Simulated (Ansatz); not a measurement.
The relaxed structure here is a generated cell of Rh: the first start was made by placing the elements on the sites of a structure type, and the end was not matched to a known phase here, so it may be hypothetical. Known forms of Rh include space group No. 225.

A relaxed cell of Rh (I4₁/amd (No. 141)), relaxed on a k-mesh at least as fine as the one used below. All values below come from PBEsol (plane waves to 420 eV, PAW, scalar-relativistic; Ansatz, an electronic-structure program). Γ-centred k-mesh 14×14×14 on the run's cell (coarser than for final values), Fermi–Dirac smearing 0.05 eV.

```xyz
4
Lattice="-4.7233 4.7233 2.6837 0.0000 0.0000 2.6837 2.3617 2.3617 -1.3419" Properties=species:S:1:pos:R:3 pbc="T T T"
Rh     0.0000     2.3617     0.6709
Rh    -2.3617     4.7233     2.0128
Rh     0.0000     0.0000     0.0000
Rh    -2.3617     2.3617     1.3419
```

The atoms are displaced along an unstable phonon of this cell by (Å):

```json
[
 {"atom": "Rh1", "ux": "0.000", "uy": "0.000", "uz": "-0.150"},
 {"atom": "Rh2", "ux": "0.000", "uy": "0.000", "uz": "0.150"},
 {"atom": "Rh3", "ux": "-0.051", "uy": "-0.051", "uz": "0.000"},
 {"atom": "Rh4", "ux": "0.051", "uy": "0.051", "uz": "0.000"}
]
```

Q: What forces (eV/Å) and pressure result?

A: 
```json
[
 {"atom": "Rh1", "Fx": "0.00", "Fy": "0.00", "Fz": "-0.17"},
 {"atom": "Rh2", "Fx": "0.00", "Fy": "0.00", "Fz": "0.17"},
 {"atom": "Rh3", "Fx": "-0.04", "Fy": "-0.04", "Fz": "0.00"},
 {"atom": "Rh4", "Fx": "0.04", "Fy": "0.04", "Fz": "0.00"}
]
```

Pressure -0.4 GPa.

The undisplaced cell is probably no minimum: from this displacement the run went on to Cmcm (No. 63), 0.10 eV/atom below it.

No spin polarisation in the result.
